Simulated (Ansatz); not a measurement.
Method: r2SCAN, with U_eff = 3.23 eV on Pd d (all-electron-ortho-atomic projectors), no spin polarisation; PAW, plane waves to 500 eV, 7×7×7 Γ-centred mesh, fermi-dirac occupations (width 0.1 eV) (Ansatz 0.2.0), atoms fixed.

Computed maps in the lattice plane spanned by b (left to right, 5.94 Å, 18 points from zero) and c (bottom to top, 5.94 Å, 18 points from zero), 60° apart, at height 0.369 along a. The fields are smooth PAW ones with compensation charges, not the true ones near nuclei.

Valence density. Digits on a logarithmic scale: 0 up to 0.03 e/Å³, each further digit a factor of 1.6, 9 from 1.3 e/Å³ up:
```
533589999633479998
853479999853469999
964458999964458999
965445799865456899
765555567655555567
544455455554454444
333455445554455433
223466655555556653
433578875555568986
644589998555579999
965589999754569999
986579999864457999
986567999865555899
876556788765554578
555555555544454445
344566654333455433
224578864323466653
323589996423579985
```

ELF. Ten even steps from '0' (0.03) to '9' (0.83):
```
500399589600389899
920179539920179649
950028979940029968
951102799840103999
841110135420110278
310011000100011013
000000001110000000
000144210121024420
100489961111148996
721599997101059999
962489459610039738
994389749920017955
997149999940102899
986114889840110279
543211345410011013
011367421000011000
001489962000145520
000599997100389995
```

Problem. The cell is SiPd2O4. Which atoms lie within 0.2 Å of this plane, and where (fractions of b and c)?

Solution. O at (0.37, 0.37), O at (0.88, 0.88), O at (0.37, 0.89), O at (0.89, 0.37). The whole cell:
```
Pd Si O
1.0
     0.00000    4.20068    4.20068
     4.20068    0.00000    4.20068
     4.20068    4.20068    0.00000
Pd Si O
4 2 8
Direct
  0.62500 0.62500 0.62500
  0.12500 0.62500 0.62500
  0.62500 0.62500 0.12500
  0.62500 0.12500 0.62500
  0.00000 0.00000 0.00000
  0.25000 0.25000 0.25000
  0.36880 0.36880 0.36880
  0.35640 0.88120 0.88120
  0.36880 0.36880 0.89360
  0.88120 0.35640 0.88120
  0.89360 0.36880 0.36880
  0.88120 0.88120 0.88120
  0.36880 0.89360 0.36880
  0.88120 0.88120 0.35640
```

Origin: a known structure type with other elements, at an estimated volume, so it need not be a known compound. Caveats: many states at the Fermi level without spin polarisation, so a magnetic state may lie lower; a Hubbard term without moments, so a magnetic state may lie lower; atoms or cell far from equilibrium.
